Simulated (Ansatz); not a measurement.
Relaxed MoSi2 (MoSi2 type, space group I4/mmm):

```xyz
6
Lattice="-3.2017 3.2017 7.8186 0.0000 0.0000 7.8186 1.6009 1.6009 -3.9093" Properties=species:S:1:pos:R:3 pbc="T T T"
Mo     0.0000     0.0000     0.0000
Mo     0.0000     3.2017     0.0000
Si     1.6009     1.6009    -1.2877
Si     0.0000     3.2017     2.6216
Si     1.6009     1.6009     1.2877
Si     0.0000     3.2017     5.1970
```

The atoms are displaced by Q × the pattern below (from a DFPT mode at X = (0.5, 0.5, 0.0), largest move 1; Q in Å), at fixed cell. (q is in reciprocal vectors of the primitive cell; the cell shown is doubled to hold the pattern.)

| atom | x | y | z |
|---|---|---|---|
| Mo1 | 0.616 | 0.616 | 0.000 |
| Mo2 | -0.616 | -0.616 | 0.000 |
| Si3 | 0.707 | 0.707 | 0.000 |
| Si4 | -0.707 | -0.707 | 0.000 |
| Si5 | 0.707 | 0.707 | 0.000 |
| Si6 | -0.707 | -0.707 | 0.000 |

Method: r2SCAN (plane waves to 500 eV, PAW, scalar-relativistic; Ansatz, a first-principles code). k mesh 14×14×14 (Γ-centred), Fermi-Dirac smearing 0.05 eV. Energies are smeared free energies. With partly filled bands, energies and forces of such displacements shift with the k mesh and the smearing. MoSi2 is run without spin polarisation. MoSi2 was relaxed with its symmetry unable to fall. The zero of ΔE is the undisplaced structure. The last digit holds for this mesh only.

| Q (Å) | ΔE (meV/cell) |
|---|---|
| -0.1000 | 207.6 |
| -0.0833 | 145.0 |
| -0.0667 | 93.2 |
| -0.0500 | withheld |
| -0.0333 | 23.5 |
| -0.0167 | 5.9 |
| 0.0000 | 0.0 |
| 0.0167 | 5.9 |
| 0.0333 | 23.5 |
| 0.0500 | withheld |
| 0.0667 | 93.2 |
| 0.0833 | 145.0 |
| 0.1000 | 207.6 |

Problem. Fit an even polynomial form (powers 2, 4) to the given rows and predict ΔE at Q = -0.0500.

Solution. Least squares on the 11 given rows: ΔE = (21150)·Q² + (-38800)·Q⁴, in meV/cell with Q in Å; root-mean-square residual 0.08 meV/cell. At -0.0500 the fit gives 52.6 meV/cell; the calculation gives 52.6 meV/cell, the same to the digits shown. The quadratic term alone would give 52.9 meV/cell.

(For displaced atoms, the force is minus the slope of the energy, and its curvature is a force constant, which sets phonon frequencies.)
